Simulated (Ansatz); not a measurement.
Ansatz (an electronic-structure program) input:

Ansatz 0.2 input:
```yaml
crystal:
  lattice:
    - [-2.0621580448, 2.0621580448, 6.3973655233]
    - [2.0621580448, -2.0621580448, 6.3973655233]
    - [2.0621580448, 2.0621580448, -6.3973655233]
  atoms:
    - { symbol: Ba, position: [0.6554744628, 0.6554744628, 0.0] }
    - { symbol: Ba, position: [0.3445255372, 0.3445255372, 0.0] }
    - { symbol: Zn, position: [0.0, 0.0, 0.0] }
    - { symbol: N, position: [0.8580650829, 0.8580650829, 0.0] }
    - { symbol: N, position: [0.1419349171, 0.1419349171, 0.0] }
kpoints:
  mp_grid: { grid: [6, 6, 6] }
hamiltonian:
  xc: hse06
  pseudopotentials: { kind: paw }
scf:
  n_extra_bands: 6
  occupations: { method: fixed }
output:
  eigenvalues: true
  eigenstates:
    e_range: [-9.0, 8.6]
    kpoints:
      - [0.0, 0.0, 0.0]  # VBM
      - [0.0, 0.0, 0.5]  # CBM
```

Output (shortened):

```
basis.fft_grid_basis auto: the FFT boxes are laid along the combinations [[1, 0, 1], [0, 1, 1], [0, 0, 1]] of the cell's own vectors, 4.124, 4.124 and 7.031 Å …
Pseudopotential: Ba, paw, valence charge 10
Pseudopotential: Zn, paw, valence charge 12
Pseudopotential: N, paw, valence charge 5
Functional definition: HSE06
davidson cushion auto → on  (no smearing: the cushion is to keep the highest requested band from converging to the state above it …
Crystal: 5 atoms, lattice volume = 108.819 Å³
Basis set: ecut = 420 eV, 2137 PW (Γ), FFT grids on a1+a3, a2+a3, a3
Bands: 27, of which v1, the nominal top of the filled ones, is band 21 counted from 1 (20 counted from 0)
Symmetry: 16 space group operations
Space group: I4/mmm (ITA 139), of the structure as read, at distance tolerance 4.8e-5 Å
k-points: 30 of 216
SCF iter   1: F=—  HF=-15988.339242 eV  |F-HF|=—  |Δ(HF+E_count)|=         —  Δρ=1.38e-3  dr2=1.91e-3  ethr=1.77e-3  ⟨swp⟩=14.1  Hψ=5201  notcnv=1
preconditioner: auto → none
SCF iter   2: F=—  HF=-15988.341986 eV  |F-HF|=—  |Δ(HF+E_count)|=   2.74e-3  Δρ=1.10e-3  dr2=1.04e-3  ethr=4.55e-6  ⟨swp⟩=7.5  Hψ=3767  notcnv=0  defer=90
SCF iter   3: F=—  HF=-15988.341843 eV  |F-HF|=—  |Δ(HF+E_count)|=   1.43e-4  Δρ=4.16e-4  dr2=1.64e-4  ethr=2.47e-6  ⟨swp⟩=4.7  Hψ=2377  notcnv=0  defer=26
SCF iter   4: F=—  HF=-15988.341949 eV  |F-HF|=—  |Δ(HF+E_count)|=   1.06e-4  Δρ=2.10e-4  dr2=4.43e-5  ethr=3.90e-7  ⟨swp⟩=5.0  Hψ=2426  notcnv=0  defer=4
iter 5 solved again at ethr=9.54e-9 eV; its pass at ethr=1.06e-7 eV (dr2=4.01e-6 eV) is discarded
SCF iter   5: F=-15988.341996 eV  HF=-15988.341995 eV  |F-HF|=9.69e-7  |Δ(HF+E_count)|=   4.57e-5  Δρ=7.03e-5  dr2=4.06e-6  ethr=9.54e-9  ⟨swp⟩=5.1  Hψ=4775  notcnv=0  defer=1
SCF 1 stopped early in 5 iterations: F = -15988.341996 eV  dr2 = 4.06e-6
orbital symmetrization limited by the memory budget …
Crystal: 5 atoms, lattice volume = 108.819 Å³
Exchange kernel: α = 0.2500, screened, ω = 0.2079 Å⁻¹, Wigner–Seitz truncation, v(0) = 1046.8669 eV·Å³, q-mesh 6×6×6, nearest image of the exchange supercell L …
Frozen-core exchange: fock
SCF iter   1: F=—  HF=-15997.413534 eV  |F-HF|=—  |Δ(HF+E_count)|=         —  Δρ=1.62e-2  dr2=2.41e-1  ethr=9.68e-8  ⟨swp⟩=13.5  Hψ=7168  notcnv=0
preconditioner: auto → none
SCF iter   2: F=—  HF=-15997.366578 eV  |F-HF|=—  |Δ(HF+E_count)|=   4.70e-2  Δρ=8.08e-3  dr2=8.17e-2  ethr=9.68e-8  ⟨swp⟩=10.1  Hψ=6325  notcnv=0
SCF iter   3: F=—  HF=-15997.341753 eV  |F-HF|=—  |Δ(HF+E_count)|=   2.48e-2  Δρ=2.38e-3  dr2=8.76e-3  ethr=9.68e-8  ⟨swp⟩=8.2  Hψ=5310  notcnv=0
SCF iter   4: F=—  HF=-15997.361302 eV  |F-HF|=—  |Δ(HF+E_count)|=   1.95e-2  Δρ=2.78e-3  dr2=4.89e-3  ethr=9.68e-8  ⟨swp⟩=8.2  Hψ=4853  notcnv=0  defer=4
SCF iter   5: F=—  HF=-15997.359827 eV  |F-HF|=—  |Δ(HF+E_count)|=   1.47e-3  Δρ=2.67e-4  dr2=1.40e-4  ethr=9.68e-8  ⟨swp⟩=5.1  Hψ=3497  notcnv=0
SCF iter   6: F=—  HF=-15997.360067 eV  |F-HF|=—  |Δ(HF+E_count)|=   2.40e-4  Δρ=3.11e-4  dr2=7.98e-5  ethr=9.68e-8  ⟨swp⟩=5.6  Hψ=3126  notcnv=0
SCF iter   7: F=-15997.360048 eV  HF=-15997.360049 eV  |F-HF|=7.61e-7  |Δ(HF+E_count)|=   1.78e-5  Δρ=4.65e-5  dr2=3.90e-6  ethr=9.68e-8  ⟨swp⟩=3.0  Hψ=2203  notcnv=0
SCF 2 stopped early in 7 iterations: F = -15997.360048 eV  dr2 = 3.90e-6
hybrid outer 1: dexx = +2.169e-2 eV, tail = 5.58e-5 eV
Crystal: 5 atoms, lattice volume = 108.819 Å³
Exchange kernel: α = 0.2500, screened, ω = 0.2079 Å⁻¹, Wigner–Seitz truncation, v(0) = 1046.8669 eV·Å³, q-mesh 6×6×6, nearest image of the exchange supercell L …
Frozen-core exchange: fock
SCF iter   1: F=—  HF=-15997.359594 eV  |F-HF|=—  |Δ(HF+E_count)|=         —  Δρ=1.29e-4  dr2=2.29e-5  ethr=6.64e-7  ⟨swp⟩=4.1  Hψ=2039  notcnv=0
preconditioner: auto → none
iter 2 solved again at ethr=4.59e-9 eV; its pass at ethr=5.28e-8 eV (dr2=1.93e-6 eV) is discarded
SCF iter   2: F=—  HF=-15997.359590 eV  |F-HF|=—  |Δ(HF+E_count)|=   3.40e-6  Δρ=4.07e-5  dr2=2.79e-6  ethr=4.59e-9  ⟨swp⟩=4.0  Hψ=4580  notcnv=0
SCF iter   3: F=—  HF=-15997.359590 eV  |F-HF|=—  |Δ(HF+E_count)|=   4.47e-7  Δρ=1.58e-5  dr2=3.74e-7  ethr=4.59e-9  ⟨swp⟩=3.0  Hψ=2014  notcnv=0
SCF iter   4: F=—  HF=-15997.359592 eV  |F-HF|=—  |Δ(HF+E_count)|=   1.53e-6  Δρ=1.67e-5  dr2=2.52e-7  ethr=3.78e-10  ⟨swp⟩=6.1  Hψ=3271  notcnv=0  defer=4
SCF iter   5: F=-15997.359592 eV  HF=-15997.359592 eV  |F-HF|=2.23e-9  |Δ(HF+E_count)|=   6.55e-8  Δρ=2.77e-6  dr2=1.23e-8  ethr=3.78e-10  ⟨swp⟩=3.1  Hψ=2216  notcnv=0  defer=2
SCF 3 converged in 5 iterations: F = -15997.359592 eV  dr2 = 1.23e-8
hybrid outer 2: dexx = +1.617e-6 eV, tail = 4.59e-8 eV, Δε = 4.87e-3 eV (about 1.69e-4 eV left of the loop's levels)
the search or the solves at the SCF's close seem to have found levels that the self-consistency loop had missed (the run counts 1) …
NSCF: frozen V_eff on 2 k-points
hybrid SCF converged: 2 outer / 12 inner (+5 warm-up), last move |dexx| = 1.62e-6 eV, tail = 4.59e-8 eV
Stability not checked (fock_operator)
Free energy (F): -15997.359591 eV
Frozen-core exchange: fock
Harris-Foulkes:  -15997.359591 eV  (|F-HF|=2.23e-9)
Internal energy: -15997.359591 eV  (E = F + TS)
E sigma→0 (E₀):  -15997.359591 eV
Fermi energy:    8.321027 eV
--- Per-component energies (eV) ---
  E_band       = -78.479073
  E_kinetic    = 727.856628
  E_local      = -2945.248746  (includes V_loc(G=0)·N_el)
  E_nonlocal   = 815.258566
  E_hartree    = 1187.599953
  E_xc         = -478.865287
  E_vxc        = -385.210514  (∫ρ·V_xc dr)
  E_exx        = -105.435049  (= α·E_x^exact, valence–valence)
  E_paw        = -12550.885515  (= ΣΔE_a)
  E_vpaw       = -455.462559  (= ΣTr[D̂ρ^β])
  E_aug_tail   = -0.000255  (compensation charges beyond the density's cutoff)
  E_ewald      = -2647.939804
  E_core_change = 0.299919  (= ΣΔE_core)
  E_smearing   =  0.000000  (= −TS)
  E_closure    = 0.000000  (closes the sum)
  Σ components = -15997.359591   (vs F -15997.359591, Δ=1.82e-12)
  [band-id]    e_kinetic+e_local+e_nonlocal+2·e_hartree+e_vxc+2·e_exx+e_vpaw+e_augmentation_tail = -78.477074   (vs E_band -78.479073, Δ=2.00e-3)
--- Band table (eV; the first three rows and the last of 30) ---
  k-point 0: bands = ["-20.3978", "-20.1239", "-6.3106", "-5.9867", "-5.1746", "-4.4974", "-4.4974", "-4.0352", "-4.0352", "-3.3836", "-0.1188", "-0.1188", "-0.1065", "-0.0585", "0.2628", "5.3592", "6.3556", "7.2331", "7.2331", "8.3210", "8.3210", "10.1437", …
  k-point 1: bands = ["-20.3439", "-20.1285", "-6.6192", "-6.3089", "-5.0549", "-4.6731", "-4.1503", "-4.0923", "-3.8333", "-3.3003", "-0.1555", "-0.1189", "-0.0827", "-0.0630", "0.3775", "5.2341", "6.2556", "6.4053", "7.0045", "7.3213", "8.1492", "10.3582", …
  k-point 2: bands = ["-20.2364", "-20.1407", "-6.7443", "-6.2717", "-5.0041", "-4.7872", "-4.3750", "-4.3221", "-4.1175", "-3.4242", "-0.1589", "-0.1180", "-0.0738", "-0.0380", "0.4560", "5.1668", "6.5134", "6.5745", "6.7945", "7.2177", "8.1982", "10.1627", …
  k-point 29: bands = ["-20.3612", "-20.1630", "-6.6313", "-5.8646", "-4.5334", "-4.5334", "-4.2836", "-4.0505", "-3.9935", "-3.9935", "-0.1277", "-0.1277", "-0.1068", "-0.0585", "0.4353", "3.9438", "7.0251", "7.6243", "7.6243", "8.0537", "8.0537", "10.2583", …
```

Cost: around 5 core-minutes (rough) on shared cores.

The points marked VBM and CBM come from a semilocal run.

The first step of the workflow began from a Materials Project structure, measured or hypothetical; the Crystallography Open Database files this formula in space group No. 139, but the cells were not matched. Its standing as an ambient phase is unchecked. Symmetry was held in the PBEsol relaxation; its stability against distortions is not shown here. Scalar-relativistic: spin–orbit coupling is off unless named, which matters more the heavier the elements.

Potentials: the later of the program's two PAW sets.

Ansatz is a plane-wave DFT program.
